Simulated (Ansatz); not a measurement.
**LiNbO3 (space group R-3c), frozen-phonon scan**

Relaxed LiNbO3 (space group R-3c):

```xyz
10
Lattice="2.5621 1.4792 4.5182 -2.5621 1.4792 4.5182 0.0000 -2.9585 4.5182" Properties=species:S:1:pos:R:3 pbc="T T T"
Li     0.0000     0.0000    10.1660
Li     0.0000     0.0000     3.3887
Nb     0.0000     0.0000     0.0000
Nb     0.0000     0.0000     6.7773
O     -0.6385     1.4792     7.9069
O      0.6385    -1.4792     5.6478
O     -0.9618    -1.2926     7.9069
O      0.9618     1.2926     5.6478
O      1.6003    -0.1866     7.9069
O     -1.6003     0.1866     5.6478
```

A phonon eigenvector at Γ is frozen into this cell: atom i moves by Q times the vector below, so Q is the largest atomic displacement, in Å. The cell is held.

```
atom       x       y       z
----  ------  ------  ------
Li1    0.000   0.000   1.000
Li2    0.000   0.000  -1.000
O5     0.000   0.062  -0.083
O6     0.000  -0.062   0.083
O7    -0.054  -0.031  -0.083
O8     0.054   0.031   0.083
O9     0.054  -0.031  -0.083
O10   -0.054   0.031   0.083
```

Atoms not listed stay in place.

All values below come from LDA (plane waves to 420 eV, PAW, scalar-relativistic; Ansatz, a program for electronic structure). k mesh 8×8×8 (Γ-centred), fixed occupations. Compression counts positive. LiNbO3 is run without spin polarisation. LiNbO3 was relaxed with its symmetry unable to fall. This is one of several known forms of LiNbO3; the measured ambient cells at hand have space group No. 161. The zero of ΔE is the undisplaced structure.

```csv
Q (Å),ΔE (eV/cell),P (GPa),−dE/dQ from forces (eV/Å)
-0.660,0.0436,-0.31,0.750
-0.550,-0.0121,-0.43,0.299
-0.440,-0.0291,-0.39,0.037
-0.330,-0.0254,-0.27,-0.084
-0.220,-0.0141,-0.14,-0.108
-0.110,-0.0039,-0.04,-0.069
0.000,0.0000,0.00,0.000
0.110,-0.0039,-0.04,0.069
0.220,-0.0141,-0.14,0.108
0.330,-0.0254,-0.27,0.084
0.440,-0.0291,-0.39,-0.037
0.550,-0.0121,-0.43,-0.299
0.660,0.0436,-0.31,-0.750
```

Read from the data:

Energy at Q = 0.660 Å: 43.6 meV/cell
Space group of the distorted cell: R-3 (No. 148), lowered from R-3c
Symmetry of the curve: even: the same for both signs
Shape of the curve: a double well: the undisplaced structure is a maximum between two minima
Position of the deepest minimum (fit): 0.42 Å from zero
Depth of the well (fit): 29.5 meV/cell, cell held fixed
Harmonic wavenumber from the curvature (finite differences): 111i cm⁻¹
Wavenumber by perturbation theory (DFPT, on another k mesh): 111i cm⁻¹

(A displaced cell: forces are minus the slopes of the energy, force constants its curvatures, and phonons follow from these.)
